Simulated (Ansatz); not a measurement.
Li5TaO5:
```cif
data_Li5O5Ta
_chemical_formula_sum 'Li5 Ta1 O5'
_space_group_name_H-M_alt 'P 1'
_space_group_IT_number 1
_cell_length_a 5.24032
_cell_length_b 5.24032
_cell_length_c 5.78712
_cell_angle_alpha 72.812
_cell_angle_beta 107.188
_cell_angle_gamma 135.185
loop_
_space_group_symop_operation_xyz
  'x, y, z'
loop_
_atom_site_label
_atom_site_type_symbol
_atom_site_fract_x
_atom_site_fract_y
_atom_site_fract_z
_atom_site_occupancy
Li1 Li 0.28690 0.71310 0.65463 1
Li2 Li 0.71310 0.28690 0.34537 1
Li3 Li 0.30834 0.69166 0.13884 1
Li4 Li 0.69166 0.30834 0.86116 1
Li5 Li 0.00000 0.00000 0.50000 1
Ta1 Ta 0.00000 0.00000 0.00000 1
O1 O 0.14615 0.85385 0.82623 1
O2 O 0.85385 0.14615 0.17377 1
O3 O 0.15707 0.84293 0.31816 1
O4 O 0.84293 0.15707 0.68184 1
O5 O 0.50000 0.50000 0.00000 1
```

Relaxed with PBEsol. PBEsol (plane waves, PAW; program Ansatz) gives a gap of 3.80 eV.

What gap does HSE06 give on the same cell (Ansatz, PAW)?

5.40 eV, 1.59 eV more. The hybrid was solved on a coarser mesh and at special points; its gap is the smallest among all of these.

Cost on shared cores: the PBEsol run (SCF on a 8×8×5 mesh, then bands and DOS) very roughly 5 core-minutes, the HSE06 run (SCF on 5×5×3, then a few points) roughly 5 core-minutes; the tasks are unlike.

Space group C2/m. The workflow started from a Materials Project entry (that database holds measured and hypothetical structures alike); the Crystallography Open Database copy checked does not list it. Its standing as an ambient phase is unchecked. Symmetry was held in the PBEsol relaxation; whether a distortion lowers the energy is not shown. The run is not spin-polarised. Scalar-relativistic: spin–orbit coupling is off unless named, which matters more the heavier the elements.

Potentials: the later of the program's two PAW sets.
